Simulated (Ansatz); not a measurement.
A relaxation computed with Ansatz, from input to last step.

```yaml
crystal:
  lattice:
    - [2.8502366387, 0.0, 0.0]
    - [-1.4251183194, 2.4683773359, 0.0]
    - [0.0, 0.0, 2.7829233211]
  atoms:
    - { symbol: W, position: [0.0, 0.0, 0.0] }
    - { symbol: C, position: [0.6666666667, 0.3333333333, 0.5] }
basis:
  ecutwfc: 500
kpoints:
  mp_grid: { grid: [18, 18, 14] }
hamiltonian:
  xc: r2scan
scf:
  occupations: { method: gaussian, width: 0.1 }
output:
  forces: true
  stress: true
  eigenvalues: true
relax:
  adjacent_minimum: "off"
  f_tol: 0.01
  max_steps: 30
  cell: { stress_tol: 0.1, fix: [volume] }
```

```bash
ansatz run input.yaml --threads 1 --pin off --max-ram 2560MiB --backend cpu --events-out ev --progress --plain --runs-dir out
```

Level of theory: DFT r2SCAN, scalar-relativistic, plane waves, PAW (Ansatz).

The volume is held at 0.94 times that of the relaxed cell.

Of 4 frames 3 are shown, positions in Å and forces in eV/Å; the SCF threshold varies from step to step. Steps run on the plane waves of an earlier cell, with a Pulay correction in the pressure. The basis is chosen afresh for the last frame, the zero of the energies, and at times for earlier ones too; energy and pressure step there, also at an unchanged geometry. The mark taken_back stands on steps that the optimiser undid.

```xyz
2
Lattice="2.8502 0.0000 0.0000 -1.4251 2.4684 0.0000 0.0000 0.0000 2.7829" Properties=species:S:1:pos:R:3:forces:R:3 pbc="T T T" step=1 free_energy_over_end_meV_per_atom=0.11 pressure_GPa=28.34
W     0.0000    0.0000    0.0000    0.0000    0.0000    0.0000
C     1.4251    0.8228    1.3915    0.0000    0.0000    0.0000
2
Lattice="2.8433 0.0000 0.0000 -1.4216 2.4623 0.0000 0.0000 0.0000 2.7966" Properties=species:S:1:pos:R:3:forces:R:3 pbc="T T T" step=2 free_energy_over_end_meV_per_atom=0.41 pressure_GPa=28.01 taken_back
W     0.0000    0.0000    0.0000    0.0000    0.0000    0.0000
C     1.4216    0.8208    1.3983    0.0000    0.0000    0.0000
2
Lattice="2.8479 0.0000 0.0000 -1.4239 2.4663 0.0000 0.0000 0.0000 2.7876" Properties=species:S:1:pos:R:3:forces:R:3 pbc="T T T" step=4 free_energy_over_end_meV_per_atom=0.00 pressure_GPa=28.23
W     0.0000    0.0000    0.0000    0.0000    0.0000    0.0000
C     1.4239    0.8221    1.3938    0.0000    0.0000    0.0000
```

It took 45 s on 1 thread of Intel(R) Xeon(R) Platinum 8488C (Sapphire Rapids) (shared host), peak memory 0.55 GiB.

Spin–orbit coupling is left out, which can shift energies with elements as heavy as these.